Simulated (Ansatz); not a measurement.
GaB2As3, ordered on the zincblende lattice (P3m1) with 6 atoms a cell at its r2SCAN geometry, run in the plane-wave code Ansatz at 3 levels of theory. Spin-unpolarised throughout. Whether this structure exists isn't addressed.

The r2SCAN input:
```yaml
crystal:
  lattice:
    - [3.5826624461, 0.0, 0.0]
    - [-1.791331223, 3.1026766915, 0.0]
    - [0.0, 0.0, 8.9262393089]
  atoms:
    - { symbol: B, position: [0.0, 0.0, -0.0115296782] }
    - { symbol: B, position: [0.6666666667, 0.3333333333, 0.682374353] }
    - { symbol: Ga, position: [0.3333333333, 0.6666666667, 0.3361152793] }
    - { symbol: As, position: [0.6666666667, 0.3333333333, 0.91474426] }
    - { symbol: As, position: [0.3333333333, 0.6666666667, 0.6083188827] }
    - { symbol: As, position: [0.0, 0.0, 0.2199769031] }
kpoints:
  mp_grid: { grid: [12, 12, 4] }
  band_path:
    path:
      - [0.0, 0.0, 0.0]
      - [0.5, 0.0, 0.0]
      - [0.3333333333, 0.3333333333, 0.0]
      - [0.0, 0.0, 0.5]
      - [0.5, 0.0, 0.5]
      - [0.3333333333, 0.3333333333, 0.5]
      - [0.0, 0.354167, 0.315104]
    npoints: 1
hamiltonian:
  xc: r2scan
scf:
  occupations: { method: fixed }
  n_extra_bands: 5
output:
  forces: true
  stress: true
  eigenvalues: true
```

Main results, then, where recorded, the levels near the gap in eV from the Fermi energy (columns number the bands from 0), one row a point of the path (Γ, M, K, A, L, H, (0, 0.354, 0.315)):
```
Crystal: 6 atoms, lattice volume = 99.223 Å³
Symmetry: 6 space group operations
Space group: P3m1 (ITA 156)
```
```
Basis set: ecut = 500 eV, 2541 PW (Γ)
k-points: 69 of 576 (time reversal used)
SCF converged after 8 iterations
Free energy (F): -18697.243176 eV
Fermi energy:    10.591860 eV
--- Forces (eV/Å), atoms counted from 1 ---
  atom   1  B       0.00000      0.00000      0.00080
  atom   2  B       0.00000      0.00000      0.00262
  atom   3  Ga      0.00000      0.00000      0.00060
  atom   4  As      0.00000      0.00000    -0.00212
  atom   5  As      0.00000      0.00000    -0.00040
  atom   6  As      0.00000      0.00000    -0.00150
--- Stress (GPa, compression-positive) ---
        0.007309       0.000000       0.000000
        0.000000       0.007309       0.000000
        0.000000       0.000000      -0.008907
  P = ⅓ Tr σ = 0.0019 GPa (0.019 kbar)
```
```tsv
band_27	band_28	band_29	band_30	band_31	band_32	band_33	band_34
-2.019	-2.019	-1.122	0.000	0.000	0.799	1.341	2.090
-4.742	-4.523	-4.108	-3.550	-2.139	0.613	0.700	1.749
-6.472	-5.759	-3.911	-3.615	-3.328	1.463	1.663	1.708
-2.867	-1.898	-1.898	-0.222	-0.222	0.771	1.420	2.894
-5.378	-4.722	-3.803	-2.632	-1.868	0.721	0.989	1.948
-5.876	-5.188	-4.435	-4.396	-4.138	3.138	3.362	3.421
-4.475	-4.102	-3.491	-2.372	-1.631	0.433	1.177	1.781
```

The r2SCAN gap is indirect, 0.43 eV (Γ to k = (0, 0.354, 0.315)), below the direct gap of 0.80 eV at Γ.

Task: In the first input these blocks are replaced (the band path and keys that only write files left aside):
```yaml
kpoints:
  mp_grid: { grid: [6, 6, 2] }
hamiltonian:
  xc: hse06
```
What comes out?

Result:
```
Basis set: ecut = 420 eV, 1895 PW (Γ)
k-points: 14 of 72 (time reversal used)
Exchange kernel: α = 0.2500, screened, ω = 0.2079 Å⁻¹, Wigner–Seitz truncation, v(0) = 1044.6203 eV·Å³, q-mesh 6×6×2
hybrid outer 1: dexx = +2.203e-2 eV, tail = 1.57e-4 eV
hybrid outer 2: dexx = +1.955e-6 eV, tail = 6.32e-8 eV, Δε = 2.36e-3 eV, ΔF = 6.37e-3 eV/Å
hybrid outer 3: dexx = +7.450e-10 eV, tail = 7.37e-10 eV, Δε = 5.36e-5 eV, ΔF = 6.47e-5 eV/Å
hybrid SCF converged: 3 outer / 18 inner (+6 warm-up)
Free energy (F): -18667.278319 eV
Fermi energy:    10.402240 eV
--- Forces (eV/Å), atoms counted from 1 ---
  atom   1  B       0.00000      0.00000    -0.05227
  atom   2  B       0.00000      0.00000    -0.01587
  atom   3  Ga      0.00000      0.00000      0.03702
  atom   4  As      0.00000      0.00000      0.02968
  atom   5  As      0.00000      0.00000      0.14497
  atom   6  As      0.00000      0.00000    -0.14353
--- Stress (GPa, compression-positive) ---
       -0.335762       0.000000       0.000000
        0.000000      -0.335762       0.000000
        0.000000       0.000000      -0.370017
  P = ⅓ Tr σ = -0.3472 GPa (-3.472 kbar)
```
```tsv
band_27	band_28	band_29	band_30	band_31	band_32	band_33	band_34
-2.097	-2.097	-1.175	0.000	0.000	1.291	1.861	2.635
-4.952	-4.710	-4.253	-3.690	-2.235	0.954	1.086	2.203
-6.779	-6.092	-4.066	-3.798	-3.438	1.886	2.048	2.081
-2.976	-1.971	-1.971	-0.207	-0.207	1.263	1.951	3.449
-5.617	-4.918	-3.963	-2.727	-1.955	1.119	1.443	2.301
-6.132	-5.486	-4.616	-4.609	-4.288	3.531	3.807	3.907
-4.658	-4.276	-3.632	-2.454	-1.704	0.813	1.622	2.192
```
With HSE06 the valence top lies at Γ and the conduction bottom at k = (0, 0.354, 0.315), 0.81 eV higher; the smallest vertical gap, at Γ, is 1.29 eV. The mean stress, -0.3 GPa, is small, and the program warns that its thresholds are loose for a hybrid's stress.

PBE0. Against the first input these blocks differ (the band path and keys that only write files left aside):
```yaml
kpoints:
  mp_grid: { grid: [6, 6, 2] }
hamiltonian:
  xc: pbe0
```

```
Basis set: ecut = 420 eV, 1895 PW (Γ)
k-points: 14 of 72 (time reversal used)
hybrid outer 1: dexx = +3.057e-2 eV, tail = 1.94e-4 eV
hybrid outer 2: dexx = +4.933e-6 eV, tail = 1.14e-7 eV, Δε = 3.67e-3 eV, ΔF = 1.57e-2 eV/Å
hybrid outer 3: dexx = +1.261e-9 eV, tail = 1.24e-9 eV, Δε = 9.62e-5 eV, ΔF = 1.10e-4 eV/Å
hybrid SCF converged: 3 outer / 17 inner (+6 warm-up)
Free energy (F): -18667.311490 eV
Fermi energy:    10.077344 eV
--- Forces (eV/Å), atoms counted from 1 ---
  atom   1  B       0.00000      0.00000    -0.05494
  atom   2  B       0.00000      0.00000    -0.01708
  atom   3  Ga      0.00000      0.00000      0.02857
  atom   4  As      0.00000      0.00000      0.03213
  atom   5  As      0.00000      0.00000      0.13529
  atom   6  As      0.00000      0.00000    -0.12397
--- Stress (GPa, compression-positive) ---
       -0.498236       0.000000       0.000000
        0.000000      -0.498236       0.000000
        0.000000       0.000000      -0.520240
  P = ⅓ Tr σ = -0.5056 GPa (-5.056 kbar)
```
```tsv
band_27	band_28	band_29	band_30	band_31	band_32	band_33	band_34
-2.119	-2.119	-1.179	0.000	0.000	1.952	2.521	3.305
-5.010	-4.773	-4.308	-3.733	-2.269	1.615	1.758	2.878
-6.874	-6.187	-4.113	-3.849	-3.477	2.550	2.718	2.749
-3.009	-1.987	-1.987	-0.213	-0.213	1.923	2.613	4.132
-5.692	-4.974	-4.011	-2.756	-1.981	1.790	2.103	2.965
-6.219	-5.571	-4.675	-4.675	-4.344	4.220	4.496	4.601
-4.712	-4.313	-3.677	-2.455	-1.728	1.463	2.277	2.854
```

With PBE0 the valence top lies at Γ and the conduction bottom at k = (0, 0.354, 0.315), 1.46 eV higher; the smallest vertical gap, at Γ, is 1.95 eV. With the atoms held, the mean pressure is -0.5 GPa (compression positive). The stress of a hybrid is loosely converged here.

The hybrids run on coarser meshes, which limits their stresses and small splittings of levels.

Totals of different functionals can't be compared.

Spin-orbit coupling is left out.

The meshes of the hybrids are coarse, so their gaps aren't converged to the digits shown.
